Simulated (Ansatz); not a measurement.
**SiC, first-principles data**

SiC:
```
CELL_PARAMETERS angstrom
      2.85415     0.00000     0.00000
     -1.42707     2.47177     0.00000
      0.00000     0.00000     2.54271
ATOMIC_POSITIONS crystal
  Si 0.00000 0.00000 0.00000
  C  0.66667 0.33333 0.50000
```

Space group P-6m2 (No. 187); conventional cell a = b = 2.8541 Å, c = 2.5427 Å, α = β = 90.00°, γ = 120.00°.

Method: the program Ansatz at the r²SCAN level (PAW). Geometry: relaxed at this level of theory. Other levels are named where they apply.

Cell and energy:

```yaml
volume_per_atom: 8.97 Å³
density: 3.71 g/cm³
Formation energy from the elements (no fitted shifts): 1.17 eV/atom
```

Electronic structure:

```yaml
electronic_character: metallic (no gap)
Density of states at the Fermi level: 0.26 states/eV per atom (mean over ±0.08 eV)
```

Mechanics:

```yaml
Bulk modulus (Birch–Murnaghan fit): 205 GPa
Pressure derivative B′: 3.9
Elastic constants (relaxed ions, GPa): C11 = 471, C12 = 31.9, C13 = 68.5, C33 = 615, C44 = -38.6
mechanical_stability: unstable (C has a negative eigenvalue)
```

Charges:

```yaml
bader_charges: Si +2.46, C -2.46 e
```

The cell is a constructed one: a structure type filled with these elements; neither database checked (COD, Materials Project) lists it. It is not the phase usual at ambient conditions (space group No. 186, 216). The cell was relaxed with r²SCAN under the symmetry of its start. As this level gives no gap, shear constants depend on the k-mesh and smearing (Fermi–Dirac, 0.1 eV here). On the denser mesh and wider smearing of the elastic run this cell carries a stress of 0.8 GPa. The references are the lowest solids computed at this level, not always the standard phases.

Potentials: the later of the program's two PAW sets.
